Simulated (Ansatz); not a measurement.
One crystal and one scan (energy against volume) at two levels, PBE (plane waves to 420 eV, PAW, scalar-relativistic; Ansatz, a first-principles code) and r2SCAN (plane waves to 500 eV, PAW, scalar-relativistic; Ansatz), each from its own relaxed cell and on its own mesh.

The crystal is CsPbBr3 (cubic perovskite); the cell is scaled evenly about its relaxed volume V₀.

Energies are smeared free energies. CsPbBr3 was relaxed with its symmetry unable to fall. Spin-orbit coupling is left out, though Pb is heavy. The PAW data are Ansatz's earlier set. This is a high-temperature form of CsPbBr3. Both scans cover V/V₀ from 0.900 to 1.100.

```json
[
 {"quantity": "Lattice constant a (Å)", "run 1": "6.003", "run 2": "5.938"},
 {"quantity": "Pressure at the smallest volume (GPa)", "run 1": "2.50", "run 2": "2.86"},
 {"quantity": "Energy cost of the largest compression (meV/atom)", "run 1": "30.6", "run 2": "33.8"},
 {"quantity": "Energy cost of the largest expansion (meV/atom)", "run 1": "20.9", "run 2": "23.0"},
 {"quantity": "Bulk modulus B₀ (third-order Birch-Murnaghan fit) (GPa)", "run 1": "18.5", "run 2": "21.1"}
]
```

Which run is which level?

Run 1 is PBE, run 2 is r2SCAN. PBE gives the higher value for: lattice constant a. PBE gives the lower value for: pressure at the smallest volume; energy cost of the largest compression; energy cost of the largest expansion; bulk modulus B₀. Neither level is exact: the differences show how much the result hangs on the functional.

(A scan under strain: stresses follow from slopes of the energy per volume, elastic moduli from its curvatures.)
